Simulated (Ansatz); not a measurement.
# K (Pm-3m), stationary points along a deformation path

All numbers below come from DFT PBEsol, scalar-relativistic, plane waves, PAW (Ansatz 0.2.0). Settings: plane waves to 420 eV, k-mesh 12×12×12 (Γ-centred), Gaussian smearing 0.15 eV. No spin polarisation. Energies are free energies at this smearing, counted from the undisturbed cell; pressure is positive in compression.

Zero of the scan (as given, not relaxed at this level; it stands at -0.1 GPa; this simple cubic form isn't the usual structure):

```
K
1.0
     4.31044    0.00000    0.00000
     0.00000    4.31044    0.00000
     0.00000    0.00000    4.31044
K
1
Cartesian
  0.0000 0.0000 0.0000
```

At fixed volume and fractional coordinates, lengths along (0.577, 0.577, 0.577) are scaled against those across it; ρ is that ratio over its starting value. V = 80.087 Å³/atom. Δσ is the stress along the axis less the mean stress across it (compression positive).

| ρ | ΔE (meV/atom) | Δσ (GPa) | space group |
| --- | --- | --- | --- |
| 0.500 | -98.0 | 0.00 | Im-3m |
| 0.600 | -78.1 | -0.55 | R-3m |
| 0.710 | -43.1 | -0.64 | R-3m |
| 0.850 | -11.2 | -0.39 | R-3m |
| 0.930 | -2.4 | -0.19 | R-3m |
| 1.000 | 0.0 | 0.00 | Pm-3m |
| 1.080 | -2.7 | 0.20 | R-3m |
| 1.200 | -14.1 | 0.43 | R-3m |
| 1.410 | -43.8 | 0.64 | R-3m |
| 1.700 | -82.8 | 0.55 | R-3m |
| 2.000 | -99.7 | 0.00 | Fm-3m |

Question: How does the stress give the slope of the energy, and where is the energy stationary?

Answer: Along the path d ln(length) is 2/3 d ln ρ on the axis and −1/3 d ln ρ across it, so dE/d ln ρ = −(2/3) V Δσ: the energy falls with ρ where Δσ is positive. Δσ vanishes or changes sign at ρ = 0.500 (Im-3m, an end of the scan), at -98.0 meV/atom; at ρ = 1.000 (Pm-3m), a maximum at 0.0 meV/atom; at ρ = 2.000 (Fm-3m, an end of the scan), at -99.7 meV/atom. Pairs of stationary points between two samples would go unseen, and could change a minimum read from distant neighbours into a maximum. At ρ = 0.500, 1.000, 2.000 the cell is cubic, where symmetry alone makes the stress isotropic and the slope zero.

Question: Which shear constant sets the curvature at ρ = 1?

Answer: For a cubic crystal E/V = (2/3) C (ln ρ)² with C = C44, so Δσ = −2C ln ρ. The parabola of Δσ against ln ρ through ρ = 0.930, 1 and 1.080 gives C ≈ -1.3 GPa with the ions clamped, rough because the steps are large.

Question: Is the start the lowest point of the path?

Answer: No: ρ = 2.000 lies 99.7 meV/atom lower, with no sampled rise above the start on the way. Volume and inner coordinates are held, so a relaxed structure there would lie lower still.

In a metal these slopes depend on the k mesh and the smearing.